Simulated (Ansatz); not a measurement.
AgI:
```yaml
crystal:
  lattice:
    - [4.68514, 0.00000, 0.00000]
    - [-2.34257, 4.05745, 0.00000]
    - [0.00000, 0.00000, 7.66210]
  atoms:
    - { symbol: Ag, position: [0.33333, 0.66667, 0.00251] }
    - { symbol: Ag, position: [0.66667, 0.33333, 0.50251] }
    - { symbol: I, position: [0.33333, 0.66667, 0.37739] }
    - { symbol: I, position: [0.66667, 0.33333, 0.87739] }
```

The program Ansatz at the PBE level (PAW) gives a gap of 1.37 eV without spin–orbit coupling, maximum at Γ, minimum at Γ.

Question: What happens when spin–orbit coupling is switched on?

Answer: The gap shrinks by 0.23 eV, to 1.14 eV; maximum at Γ, minimum at Γ.

Question: Give the electron effective mass with spin–orbit coupling.

Answer: 0.16, 0.17, 0.17 mₑ (principal values).

Question: Give the hole effective mass with spin–orbit coupling.

Answer: 0.27, 0.27, 1.5 mₑ (principal values).

Space group P6_3mc (wurtzite). The PBE relaxation kept the symmetry of its start. The run is not spin-polarised.

Potentials: the later of the program's two PAW sets.
